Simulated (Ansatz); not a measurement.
## Fe (hcp): energy against volume

These are results of DFT, LDA (PW92), plane waves (420 eV) with PAW, scalar-relativistic (Ansatz 0.2.0), not measurements. The PAW files were generated under PBE, with cores re-solved for the functional.

The cell is scaled uniformly from the relaxed one, with fractional coordinates and shape fixed. Energies are extrapolated to zero smearing, pressures are those at the given smearing. Magnetic state: spin not included. Spin polarisation is off; a magnetic state may lie lower.

A Birch-Murnaghan fit gives V₀ = 9.54 Å³/atom, B₀ = 350 GPa, B₀′ = 4.5.

(1) What are the energy above the minimum and the pressure at 8.410 Å³/atom?

(2) What are the energy above the minimum and the pressure at 9.939 Å³/atom?

(3) What are the energy above the minimum and the pressure at 10.321 Å³/atom?

## Answers

(1) 185.4 meV/atom and 59.32 GPa as computed.

(2) 16.7 meV/atom and -12.47 GPa as computed.

(3) 60.0 meV/atom and -22.42 GPa as computed.
